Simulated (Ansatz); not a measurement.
## Data sheet: PtC (DFT)

PtC:
```cif
data_C4Pt4
_chemical_formula_sum 'Pt4 C4'
_space_group_name_H-M_alt 'Fm-3m'
_space_group_IT_number 225
_space_group_name_Hall '-F 4 2 3'
_cell_length_a 4.44730
_cell_length_b 4.44730
_cell_length_c 4.44730
_cell_angle_alpha 90.000
_cell_angle_beta 90.000
_cell_angle_gamma 90.000
loop_
_atom_site_label
_atom_site_type_symbol
_atom_site_symmetry_multiplicity
_atom_site_Wyckoff_symbol
_atom_site_fract_x
_atom_site_fract_y
_atom_site_fract_z
_atom_site_occupancy
Pt1 Pt 4 a 0.00000 0.00000 0.00000 1
C1 C 4 b 0.50000 0.50000 0.50000 1
```
(The calculation used a cell of 2 atoms; values per cell refer to that cell.)

Space group Fm-3m (No. 225), rock salt; conventional cell a = b = c = 4.4473 Å, α = β = γ = 90.00°.

Method: r²SCAN (plane waves, PAW; program Ansatz). The cell and atoms are relaxed at this level. Other levels are named where they apply.

### Cell and energy

| Quantity | Result |
|---|---|
| Volume per atom | 11.00 Å³ |
| Density | 15.64 g/cm³ |
| Formation energy from the elements (no fitted shifts) | 1.45 eV/atom |

### Electronic structure

| Item | Result |
|---|---|
| Electronic character | metallic (no gap) |
| Density of states at the Fermi level | 0.49 states/eV per atom (mean over ±0.08 eV) |
| Gap with spin–orbit coupling | none (metallic) |

### Mechanics

| Property | Result |
|---|---|
| Bulk modulus (Birch–Murnaghan fit) | 277 GPa |
| Pressure derivative B′ | 4.9 |
| Elastic constants (relaxed ions, GPa) | C11 = 297, C12 = 267, C44 = 62.0 |
| Mechanical stability | stable (all eigenvalues of C positive) |
| Hill bulk and shear moduli | 277 and 35.5 GPa |
| Young's modulus | 102 GPa |
| Poisson's ratio | 0.44 |
| Debye temperature from the elastic constants | 230 K |

The start of the workflow was typed in or built on a structure type; neither database checked (COD, Materials Project) lists it. Whether it is the stable phase at ambient conditions was not checked. Symmetry was held in the r²SCAN relaxation; whether a distortion lowers the energy is not shown. The run is not spin-polarised. Its formation energy is positive at this level, so the cell may be metastable or incomplete. As this level gives no gap, shear constants depend on the k-mesh and smearing (Fermi–Dirac, 0.1 eV here). The references are the lowest solids computed at this level, not always the standard phases. Spin–orbit coupling is left out wherever it is not named.

Potentials: the earlier of the program's two PAW sets.
